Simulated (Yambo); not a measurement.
Yambo run on RbCl (rock salt, space group Fm-3m, No. 225). The wavefunctions come from this Quantum ESPRESSO step (PBEsol, PseudoDojo standard norm-conserving files, scalar-relativistic):

```
&CONTROL
  calculation = 'nscf'
  pseudo_dir = './pseudo'
  outdir = './out'
/
&SYSTEM
  ibrav = 0
  nat = 2
  ntyp = 2
  ecutwfc = 58.0
  ecutrho = 232.0
  occupations = 'fixed'
  force_symmorphic = .true.
  nbnd = 160
/
&ELECTRONS
  conv_thr = 2e-09
  diago_full_acc = .true.
  diago_thr_init = 1e-08
/
ATOMIC_SPECIES
Cl 35.4500 Cl.upf
Rb 85.4678 Rb.upf
CELL_PARAMETERS angstrom
  0.000000000000   3.270431712000   3.270431712000
  3.270431712000   0.000000000000   3.270431712000
  3.270431712000   3.270431712000   0.000000000000
ATOMIC_POSITIONS crystal
Cl   0.500000000000   0.500000000000   0.500000000000
Rb   0.000000000000   0.000000000000   0.000000000000
K_POINTS automatic
4 4 4 0 0 0
```

Yambo input:

```
rim_cut
gw0
dyson
el_el_corr
HF_and_locXC
ppa
em1d
RandQpts= 1000000
RandGvec= 1 Ry
EXXRLvcs= 58 Ry
VXCRLvcs= 232 Ry
Chimod= "HARTREE"
% BndsRnXp
 1 | 159 |
%
NGsBlkXp= 10 Ry
% LongDrXp
 1.0 | 1.0 | 1.0 |
%
PPAPntXp= 27.2114 eV
% GbndRnge
 1 | 159 |
%
GTermKind= "BG"
DysSolver= "n"
ExtendOut
% QPkrange
 1 | 1 | 8 | 9 |
 3 | 3 | 8 | 9 |
%
```

k points by index: 1 = Γ, 3 = L.

Resulting energies as the program prints them:

```
#    K-point    Band    Eo [eV]    E [eV]    E-Eo [eV]    Vxc [eV]    Vnlxc [eV]    Sc|Eo [eV]    Sc|E [eV]    dSc/dw|Eo [eV]    Re(Z)    Im(Z)
#
    1    8    0.000000    -2.331706    -2.331706    -13.91030    -18.56584    1.778942    2.323842    -6.358411    0.810586    -0.002141
    1    9    4.899847    5.611637    0.711790    -6.863286    -3.120162    -2.932821    -3.031334    -3.765662    0.878436    -0.848527E-3
    3    8    -0.363123    -2.695801    -2.332678    -13.39389    -18.11993    1.823985    2.393365    -6.640165    0.803823    -0.004133
    3    9    7.649693    8.438148    0.788455    -6.886025    -3.023758    -2.972194    -3.073812    -3.508104    0.885793    0.002865
```
(The two width columns are left out.) Convergence of these settings isn't established.

Geometry relaxed with PBEsol.
